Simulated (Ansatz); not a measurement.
Problem. Each is relaxed and computed with the program Ansatz at the PBE level (PAW). Which is the only metal?
(A) HfSiO4, I4_1/amd (Hf on 4a, Si on 4b, O on 16h)
(B) SiGe, Pmma (Si on 2e, Si on 2f, Ge on 2e, Ge on 2f)
(C) TiO2, rutile
(D) TiSi2, P4/mmm (Si on 2f, Ti on 1b)

Solution. D, TiSi2, P4/mmm (Si on 2f, Ti on 1b). TiSi2: metal; TiO2: gap 1.86 eV (direct); HfSiO4: gap 5.31 eV (indirect); SiGe: gap 0.37 eV (indirect). Constructed cells (a structure type filled with these elements, in neither database checked): TiSi2, P4/mmm (Si on 2f, Ti on 1b). Typed or built starts, not in the databases checked: SiGe, Pmma (Si on 2e, Si on 2f, Ge on 2e, Ge on 2f). Not the usual ambient phase: TiSi2, P4/mmm (Si on 2f, Ti on 1b). All cells were relaxed under the symmetry of their starts (and spin orders); stability against distortions was not tested throughout. Rows with no word on spin ran without spin polarisation. Scalar-relativistic: spin–orbit coupling is off unless named, which matters more the heavier the elements.

Potentials: the later of the program's two PAW sets.
